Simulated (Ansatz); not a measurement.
AlSiCN in space group P3m1 (No. 156; Pearson symbol hP16) at seven volumes, DFT-PBEsol in the program Ansatz with PAW potentials, shape and atoms relaxed at each. One row is withheld.

| V (Å³/atom) | P (GPa) |
|---|---|
| 9.557 | 22.41 |
| 9.872 | ? |
| 10.188 | 6.42 |
| 10.503 | 0.00 |
| 10.818 | -5.61 |
| 11.133 | -10.42 |
| 11.448 | -14.50 |

Question: Fit the shown pressures and predict the withheld one.

Answer: Third-order Birch–Murnaghan: P = (3/2)B₀(x^(7/2) − x^(5/2))[1 + (3/4)(B′ − 4)(x − 1)] with x = (V₀/V)^(2/3). Least squares on the six rows gives V₀ = 10.502 Å³/atom, B₀ = 198.7 GPa, B′ = 3.81. At V = 9.872, x = 1.0421 and P = 13.83 GPa. The run itself gave 13.77 GPa.

The start of the workflow was typed in or built on a structure type; the Crystallography Open Database copy checked does not list it. Whether it is the stable phase at ambient conditions was not checked. The cell was relaxed with PBEsol under the symmetry of its start; its stability against distortions is not shown here.

Potentials: the earlier of the program's two PAW sets. The files were generated under PBE; for other functionals the program regenerates the frozen cores, and for LDA and PBEsol the local potential too.
